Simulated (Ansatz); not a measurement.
# Structures of AgIr2: which is lowest?

Plane-wave DFT in Ansatz with scalar-relativistic PAW potentials, cutoff 420 eV, Γ-centred meshes chosen by cell and gap, Gaussian smearing with energies taken to zero width. Every cell was relaxed (cell and atoms) in a run of its own, within the symmetry of its start. Functional: PBE.

Relaxed structures (starts from databases or built by putting these elements on another compound's sites):
A. P6/mmm, 3 atoms in the computed cell, a = 4.468 Å, c = 2.741 Å; sites (symmetry × multiplicity) Ag 6/mmm × 1, Ir -6m2 × 2; start: built
B. Immm, 3 atoms in the computed cell, a = 2.751 Å, b = 3.792 Å, c = 9.306 Å; sites (symmetry × multiplicity) Ag mmm × 2, Ir mm2 × 4; start: built

Problem. Rank them by energy. Could pressure change the order?

Solution.
```csv
structure,group,E − E(lowest) (meV/atom),V (Å³/atom),gap on mesh (eV)
B,Immm,0.0,16.18,0.00
A,P6/mmm,68,15.80,0.00
```

B is lowest, 68 meV/atom under A. The two lowest differ in volume by under 3 %, too little for a first-order estimate of what pressure does to that pair (other pairs aren't weighed here); with rigid cells even 3 % in favour of the higher one would need about 23 GPa. Other structures may lie lower than all of these, and vibrations aren't counted.

Spin-orbit coupling is left out, which matters for the bands of heavy elements.